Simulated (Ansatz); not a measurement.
BN:
```cif
data_B4N4
_chemical_formula_sum 'B4 N4'
_space_group_name_H-M_alt 'P 1'
_space_group_IT_number 1
_cell_length_a 2.55861
_cell_length_b 2.55861
_cell_length_c 8.40933
_cell_angle_alpha 90.000
_cell_angle_beta 90.000
_cell_angle_gamma 120.000
loop_
_space_group_symop_operation_xyz
  'x, y, z'
loop_
_atom_site_label
_atom_site_type_symbol
_atom_site_fract_x
_atom_site_fract_y
_atom_site_fract_z
_atom_site_occupancy
B1 B 0.00000 0.00000 0.99978 1
B2 B 0.00000 0.00000 0.49978 1
B3 B 0.66667 0.33333 0.75047 1
B4 B 0.33333 0.66667 0.25047 1
N1 N 0.00000 0.00000 0.81315 1
N2 N 0.00000 0.00000 0.31315 1
N3 N 0.66667 0.33333 0.56223 1
N4 N 0.33333 0.66667 0.06223 1
```

Relaxed with PBE.

Give the optical modes at the zone centre with their infrared and Raman activity from DFPT, PBE (plane waves, PAW; program Ansatz).

Transverse frequencies, without the LO–TO term; a row sums one degenerate level.

```tsv
ω (cm⁻¹)	degeneracy	IR ((D/Å)²/amu)	Raman (Å⁴/amu)	activity	symmetry
340	2	0.00	0	silent	E2
350	2	0.00	0.099	Raman	E2
477	2	0.00	0	silent	E1
619	1	0.00	0	silent	B1
626	1	0.00	0	silent	B1
949	1	1.76	1.7	IR+Raman	A1
954	2	0.59	0.46	IR+Raman	E1
983	2	0.00	26	Raman	E2
1004	2	0.00	1.2	Raman	E2
1018	1	54.41	36	IR+Raman	A1
1034	2	106.38	16	IR+Raman	E1
1116	1	0.09	0.12	IR+Raman	A1
1210	1	0.00	0	silent	B1
1224	1	0.00	0	silent	B1
```

How high does the top mode go among those that the LO–TO term moves?

1261 cm⁻¹ for q along x, 1261 cm⁻¹ for q along y, 1253 cm⁻¹ for q along z.

Space group P6_3mc. A made-up cell: these elements were put on the sites of a structure type. Its sites differ from those of the usual phase in this space group: another stacking or structure type. The PBE relaxation kept the symmetry of its start; phonons on a q-mesh show no instability.

Potentials: the later of the program's two PAW sets.
